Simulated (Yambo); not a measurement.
BSE-type run in Yambo on LaVO4 (space group I4_1/amd, No. 141), at zero momentum.

Quantum ESPRESSO step (PBEsol, PseudoDojo standard norm-conserving files, scalar-relativistic):
```
&CONTROL
  calculation = 'nscf'
  pseudo_dir = './pseudo'
  outdir = './out'
/
&SYSTEM
  ibrav = 0
  nat = 12
  ntyp = 3
  ecutwfc = 110.0
  ecutrho = 440.0
  occupations = 'fixed'
  force_symmorphic = .true.
  nbnd = 119
/
&ELECTRONS
  conv_thr = 1.2000000000000002e-08
  diago_full_acc = .true.
  diago_thr_init = 1e-08
/
ATOMIC_SPECIES
O 15.9990 O.upf
V 50.9415 V.upf
La 138.9055 La.upf
CELL_PARAMETERS angstrom
 -3.730975000000   3.730975000000   3.275935000000
  3.730975000000  -3.730975000000   3.275935000000
  3.730975000000   3.730975000000  -3.275935000000
ATOMIC_POSITIONS crystal
O   0.510400000000   0.332740000000   0.177660000000
O   0.082740000000   0.405080000000   0.322340000000
O   0.155080000000   0.332740000000   0.822340000000
O   0.082740000000   0.760400000000   0.677660000000
O   0.239600000000   0.917260000000   0.322340000000
O   0.667260000000   0.489600000000   0.822340000000
O   0.594920000000   0.917260000000   0.677660000000
O   0.667260000000   0.844920000000   0.177660000000
V   0.250000000000   0.750000000000   0.500000000000
V   0.500000000000   0.500000000000   0.000000000000
La   0.000000000000   0.000000000000   0.000000000000
La   0.750000000000   0.250000000000   0.500000000000
K_POINTS automatic
4 4 4 0 0 0
```

Yambo input:
```
rim_cut
optics
bse
bss
dipoles
em1s
RandQpts= 1000000
RandGvec= 1 Ry
FFTGvecs= 40 Ry
Chimod= "HARTREE"
BSKmod= "SEX"
BSEmod= "resonant"
BSSmod= "hs"
BSENGexx= 15 Ry
BSENGBlk= 3 Ry
% KfnQP_E
 2.024 | 1.0 | 1.0 |
%
% BSEQptR
 1 | 1 |
%
% BSEBands
 34 | 62 |
%
% BEnRange
 0.0 | 10.1 | eV
%
% BDmRange
 0.15 | 0.15 | eV
%
BEnSteps= 202
% BLongDir
 1.0 | 0.0 | 0.0 |
%
BSHayTrs= -0.02
BSSNEig= 24
WRbsWF
% BndsRnXs
 3 | 115 |
%
NGsBlkXs= 3 Ry
% LongDrXs
 1.0 | 1.0 | 1.0 |
%
```

From the report:

The dimension is k points × valence × conduction bands = 64 × 15 × 14 = 13440.
```
   [SLEPC] Approach                          : Krylov-Schur
   [SLEPC] Number of requested eigenvalues   :  24
   [SLEPC] Number of eigenvalues        [NEV]:  24
    [K] Dimension                                    :  13440
    [K] Bands                                        :   34   62
    [K] Exchange res                                 : yes
    [K] Correlation res                              : yes
    [K] W interaction is bare                        : no
    [K] RL vectors exchange                          :  1223
    [K] RL vectors correlation                       :  119
    [W] Matrix size                                  :  119
    [W] Bands                                        :    3  115
    [W] Coulomb Cutoff                               : none
    [W] Hxc Kernel                                   : HARTREE
```
Lowest eigenvalues (eV; in brackets the number of states within 2 meV): 3.97 (2), 4.14 (2), 4.18 (2), 4.24 (1), 4.43 (1), 4.51 (2). They depend on the mesh, which isn't converged, and on the G0W0 scissor.

Geometry of the Materials Project entry, not relaxed at this level.

The structure is a Materials Project entry; no match was found in the copy of COD used, and its stability was not checked.

The runs are not spin-polarised; magnetic order was not tried.
